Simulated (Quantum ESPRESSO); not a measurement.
# Ir3Mg4Ta in 6 site orders

These are calculations, not measurements. They come from Quantum ESPRESSO 7.5, a public plane-wave density functional program. Each row is one single-point run on a made-up periodic cell of eight metal atoms, with elements, volume, strain and displacements drawn at random and not relaxed, so a cell may be unstable or far from any real phase. There is no spin polarisation or spin-orbit coupling.

Settings: PBE unless stated; PseudoDojo standard norm-conserving files; Fermi-Dirac width 0.25 eV, which means electrons at about 2900 K; cutoff 1143 eV; 5 x 5 x 4 k mesh shifted half a step off Gamma. E is the free energy of the whole cell (internal energy minus TS), so a -TS column is already part of it. Stress is positive in tension, and the pressure P is minus a third of its trace.

Checks: one run of this series was repeated at a higher cutoff and on a denser mesh, which moved values by no more than 0.005 eV, 0.03 GPa and 0.017 eV/Å, and a second program with other atomic files agreed on it to 2 % rms in force and 0.5 GPa in pressure. Known limits: heavy elements are run without spin-orbit coupling, which real alloys of them have; a spin test at this wide smearing found no moment, but such smearing suppresses magnetism that the real alloy may have.

The lattice is hexagonal close-packed, and the cell vectors in Å are (4.470, -2.652, 0.063); (-2.999, 0.087, -4.899); (2.882, 5.136, -0.020), a volume of 149.09 Å³. The runs put one composition on the same eight displaced sites in different orders. E is counted from run 1, and the rms force is over all 24 components. Nothing is relaxed, so E mixes bonding between neighbours with strain on unrelaxed sites, and it is not an ordering energy.

| run | elements on sites 1 to 8 | E (eV) | -TS (eV) | rms force (eV/Å) | largest force (eV/Å) | P (GPa) |
|---|---|---|---|---|---|---|
| 1 | Ir Mg Ta Mg Mg Ir Ir Mg | 0.000 | -1.408 | 0.583 | 1.60 | -12.08 |
| 2 | Ir Mg Mg Mg Ta Mg Ir Ir | -0.019 | -1.368 | 0.534 | 1.56 | -12.35 |
| 3 | Mg Mg Ir Mg Ir Ir Mg Ta | -0.037 | -1.354 | 0.569 | 1.63 | ? |
| 4 | Mg Mg Ta Ir Ir Ir Mg Mg | -0.111 | -1.351 | 0.575 | 1.65 | -12.38 |
| 5 | Ir Mg Ta Ir Mg Ir Mg Mg | 0.568 | -1.448 | 0.719 | 2.00 | -11.79 |
| 6 | Ir Mg Mg Ta Mg Ir Ir Mg | -0.386 | -1.332 | 0.576 | 1.76 | -12.43 |

## Worked fit

A straight line through the runs shown gives P = -12.21 + 0.71 E GPa with E in eV, an error of 0.17 on the slope and a scatter of 0.12 GPa. At this fixed volume the orders of higher energy tend to have the higher pressure.

## Withheld value

Question: what pressure should run 3 give?

The fit gives -12.24 ± 0.13 GPa. The calculation gave -12.58 GPa. This run lies off the fit by more than twice that error, so something that the fit leaves out matters here.
